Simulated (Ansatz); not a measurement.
AlAs (rock salt, Fm-3m) at seven volumes, DFT-LDA in the program Ansatz with PAW potentials, scaled uniformly. One row is withheld.

```
V (Å³/atom)  P (GPa)
-----------  -------
16.091         10.49
16.621          6.41
17.152          2.95
17.682          0.00
18.213             ?
18.743         -4.67
19.274         -6.53
```

Task: Fit the shown pressures and predict the withheld one.

Result: Third-order Birch–Murnaghan: P = (3/2)B₀(x^(7/2) − x^(5/2))[1 + (3/4)(B′ − 4)(x − 1)] with x = (V₀/V)^(2/3). Least squares on the six rows gives V₀ = 17.682 Å³/atom, B₀ = 90.90 GPa, B′ = 4.27. At V = 18.213, x = 0.9805 and P = -2.53 GPa. The run itself gave -2.52 GPa.

The first step of the workflow began from a Materials Project structure, measured or hypothetical; the Crystallography Open Database copy checked does not list it. It is not the phase usual at ambient conditions (space group No. 216). The LDA relaxation kept the symmetry of its start; its stability against distortions is not shown here.

Potentials: the later of the program's two PAW sets.
